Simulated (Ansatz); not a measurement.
NiSi₂ (fluorite type, space group Fm-3m)

```yaml
crystal:
  lattice:
    - [0.00000, 2.72203, 2.72203]
    - [2.72203, 0.00000, 2.72203]
    - [2.72203, 2.72203, 0.00000]
  atoms:
    - { symbol: Ni, position: [0.00000, 0.00000, 0.00000] }
    - { symbol: Si, position: [0.25000, 0.25000, 0.25000] }
    - { symbol: Si, position: [0.75000, 0.75000, 0.75000] }
```

In this cell atom 3 (Si, nearest neighbour Ni at 2.357 Å; its periodic images, 3.8 Å or more away, move with it) is moved by s along Cartesian [111], unit vector (0.577, 0.577, 0.577); all other atoms and the cell stay fixed.

Calculation: PBE (plane waves to 420 eV, PAW, scalar-relativistic; Ansatz, a quantum-chemistry and plane-wave program). k mesh 12×12×12 (Γ-centred), Fermi-Dirac smearing 0.05 eV. E stands for the smeared free energy. With partly filled bands, energies and forces of such displacements shift with the k mesh and the smearing. NiSi2 is run without spin polarisation. NiSi2 was relaxed with its symmetry unable to fall. The PAW data are Ansatz's earlier set. The zero of ΔE is the undisplaced structure. The last digit holds for this mesh only.

| s (Å) | ΔE (meV/cell) |
|---|---|
| -0.470 | 577.6 |
| -0.376 | withheld |
| -0.282 | 241.4 |
| -0.188 | 113.8 |
| -0.094 | 29.8 |
| 0.000 | 0.0 |
| 0.094 | 34.7 |
| 0.188 | 152.6 |
| 0.282 | 379.7 |
| 0.376 | 750.5 |
| 0.470 | 1317.3 |

**Question.** Fit a polynomial form (powers 2, 3, 4) to the given rows and predict ΔE at s = -0.376.

**Answer.** Least squares on the 10 given rows: ΔE = (3624)·s² + (3518)·s³ + (2984)·s⁴, in meV/cell with s in Å; root-mean-square residual 6.07 meV/cell. At -0.376 the fit gives 385.0 meV/cell; the calculation gives 399.7 meV/cell, so the interpolation is off by -14.7 (-3.7 %). The quadratic term alone would give 512.3 meV/cell.

(A displaced cell: forces are minus the slopes of the energy, force constants its curvatures, and phonons follow from these.)
